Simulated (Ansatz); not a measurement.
**Kick test of a cell of Zr₃TiC₄**

The cell was found from a structure generator's guess, not taken from experiment.

Level of theory: DFT PBE, scalar-relativistic, plane waves, PAW in Ansatz. Cutoff 420 eV; k points 8×8×12 on the computed 8-atom cell (Γ-centred); Gaussian smearing, width 0.10 eV; no spin polarisation.

The cell below (8 atoms, space group Cmmm (No. 65)) is relaxed within its symmetry.

```
Zr Ti C
1.0
     3.26885   -4.62152    0.00000
     3.26885    4.62152    0.00000
     0.00000    0.00000    3.27557
Zr Ti C
3 1 4
Cartesian
  0.0000 0.0000 0.0000
  1.6344 2.3108 1.6378
  1.6344 -2.3108 1.6378
  3.2689 0.0000 0.0000
  3.2689 2.2662 0.0000
  3.2689 -2.2662 0.0000
  1.6976 0.0000 1.6378
  4.8401 0.0000 1.6378
```

For the test it was strained at random (σ = 1.5 % a component), the atoms were moved at random (σ = 0.05 Å), and all was relaxed again on a coarse 6×4×4 mesh (in the run’s order of axes) with 0.20 eV smearing, with no symmetry imposed.

Question: Does it come back?

Answer: It returns, within 1 meV/atom of the unmoved cell on that mesh and with the same symmetry when read at 0.1 Å. No instability shows in this cell; modes of other wave vectors, which need another repeat, aren't tested.
